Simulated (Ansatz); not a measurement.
Cu₃Pd (Cu3Au type)

Space group Pm-3m (No. 221); a = b = c = 3.655 Å, α = β = γ = 90.00°

| atom | site | symmetry | x | y | z |
|---|---|---|---|---|---|
| Cu | 3c | 4/mm.m | 0.0000 | 0.5000 | 0.5000 |
| Pd | 1a | m-3m | 0.0000 | 0.0000 | 0.0000 |

The relaxed cell is deformed in two ways at once: its volume V is scaled, and at that volume it is stretched along z (the c axis of the conventional cell) so that c/a changes. Fractional atomic positions are held.

All values below come from PBEsol (plane waves to 420 eV, PAW, scalar-relativistic; Ansatz, an electronic-structure program). k mesh 13×13×13 (Γ-centred), Fermi-Dirac smearing 0.05 eV. The energy includes the smearing's −TS. Stress and pressure are positive under compression. With partly filled bands, the response to shear is sensitive to the k mesh, so small differences along c/a are uncertain. Cu3Pd is run without spin polarisation. Cu3Pd was relaxed with its symmetry unable to fall. ΔE is measured from the relaxed starting cell.

ΔE (kJ/mol of atoms), with V/V₀ across and (c/a)/(c/a)₀ down:

```
(c/a)/(c/a)₀ \ V/V₀  0.960  0.980  1.000  1.020  1.040
-------------------  -----  -----  -----  -----  -----
0.960                  1.4    0.5    0.2    0.5    1.2
0.980                  1.2    0.3    0.1    0.3    1.0
1.000                  1.1    0.3    0.0    0.2    1.0
1.020                  1.2    0.3    0.1    0.3    1.0
1.040                  1.4    0.5    0.3    0.5    1.2
```

σzz − σxx (GPa), with V/V₀ across and (c/a)/(c/a)₀ down:

| (c/a)/(c/a)₀ \ V/V₀ | 0.960 | 0.980 | 1.000 | 1.020 | 1.040 |
|---|---|---|---|---|---|
| 0.960 | 2.3 | 2.2 | 2.0 | 1.9 | 1.8 |
| 0.980 | 1.3 | 1.2 | 1.1 | 1.1 | 1.0 |
| 1.000 | 0.0 | 0.0 | 0.0 | 0.0 | 0.0 |
| 1.020 | -1.5 | -1.4 | -1.3 | -1.3 | -1.2 |
| 1.040 | -3.3 | -3.1 | -2.9 | -2.7 | -2.5 |

Read from the data:

| Property | Value |
|---|---|
| Shear modulus C′ = (C11 − C12)/2 (fit, atoms clamped) | 31 GPa |
| Lowest place on the grid | V/V₀ = 1.000, (c/a)/(c/a)₀ = 1.000 (0 meV/atom) |
| Highest place on the grid | V/V₀ = 0.960, (c/a)/(c/a)₀ = 1.040 (15 meV/atom) |

The 25 points together took roughly 7 core-minutes.

(A scan under strain: stresses follow from slopes of the energy per volume, elastic moduli from its curvatures.)
